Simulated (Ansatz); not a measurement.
# What DFT gives for Yb$_{2}$HgF$_{2}$

```
Yb Hg F
1.0
     4.17048    0.00000    0.00000
     2.08524   -7.86435    0.00000
     0.00000    0.00000   -6.48184
Yb Hg F
4 2 4
Direct
  0.30247 0.39506 0.47018
  0.69753 0.60494 0.97018
  0.47879 0.04242 0.77876
  0.52121 0.95758 0.27876
  0.09896 0.80208 0.60448
  0.90104 0.19792 0.10448
  0.06721 0.86558 0.00000
  0.93279 0.13442 0.50000
  0.32152 0.35696 0.98907
  0.67848 0.64304 0.48907
```

Level: r2SCAN, with U_eff = 6.33 eV on Hg d (all-electron-ortho-atomic projectors), no spin polarisation; 500 eV; 5×5×3 Γ-centred mesh; fermi-dirac occupations (width 0.1 eV); Ansatz 0.2.0, fixed geometry.

**Question.** Where is the largest force?

**Answer.** The largest is on F9 (and as large on other atoms): 1.74 eV/Å, components (0.00, -1.49, 0.90). It makes 125° with the line to a nearest neighbour, Hg6 at 2.54 Å.

**Question.** Give the Bader charges.

**Answer.** Bader charges in e: Yb +1.19 to +1.22, Hg -0.50, F -0.95. In the mean Yb gives up most and F takes most.

**Question.** Is there a gap?

**Answer.** It is a metal, with about 3.5 states/eV a cell as the mean within 0.25 eV of the Fermi level, mostly Yb d (51 %) and Yb s (21 %).

**Question.** What does the stress say?

**Answer.** The pressure is 2.1 GPa (compression positive), so with the atoms held at these fractions the cell would first expand; the forces are large, so a full relaxation may end otherwise. The principal stresses -0.5, 3.0, 3.9 GPa differ, so its shape would change too.

Origin: a known structure type with other elements, at an estimated volume, so it need not be a known compound. Caveats: no spin polarisation, so a magnetic state may lie lower; the k mesh is coarse if the cell is a metal; atoms or cell far from equilibrium.
